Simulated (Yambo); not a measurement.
Yambo run on PtS2 (CdI2 type, space group P-3m1, No. 164). The wavefunctions are PBEsol (pw.x of Quantum ESPRESSO, ONCV potentials, no spin-orbit coupling) ones on a 6×6×4 mesh (15 occupied bands); a = 3.5487 Å, b = 3.5487 Å, c = 5.5971 Å, α = 90.00°, β = 90.00°, γ = 120.00°.

Yambo input:

```
rim_cut
gw0
dyson
el_el_corr
HF_and_locXC
ppa
em1d
RandQpts= 1000000
RandGvec= 1 Ry
EXXRLvcs= 84 Ry
VXCRLvcs= 336 Ry
Chimod= "HARTREE"
% BndsRnXp
 5 | 116 |
%
NGsBlkXp= 2 Ry
% LongDrXp
 1.0 | 1.0 | 1.0 |
%
PPAPntXp= 27.2114 eV
% GbndRnge
 1 | 116 |
%
GTermKind= "BG"
DysSolver= "n"
ExtendOut
% QPkrange
 5 | 5 | 15 | 16 |
 8 | 8 | 16 | 16 |
%
```

k points by index: 5 = (0, 0.167, 0.25), 8 = (0, 0.333, 0.25).

Resulting energies as the program prints them:

```
#    K-point    Band    Eo [eV]    E [eV]    E-Eo [eV]    Vxc [eV]    Vnlxc [eV]    Sc|Eo [eV]    Sc|E [eV]    dSc/dw|Eo [eV]    Re(Z)    Im(Z)
#
    5    15    0.000000    -0.071044    -0.071044    -15.75060    -18.19680    2.356428    2.375162    -7.167179    0.791520    -0.001348
    5    16    1.580961    2.118272    0.537311    -16.24754    -13.00228    -2.572814    -2.707948    -6.842718    0.799061    -0.001295
    8    16    1.261396    1.801832    0.540436    -16.43593    -13.11817    -2.642741    -2.777333    -6.775862    0.800633    -0.001273
```
(The two width columns are left out.) Convergence of these settings isn't established.

Geometry of the Materials Project entry, not relaxed at this level.

The distance between layers or molecules is the database entry's, not relaxed here. Functionals without dispersion can leave it too large, which widens gaps and weakens the response across layers: the numbers belong to this cell.
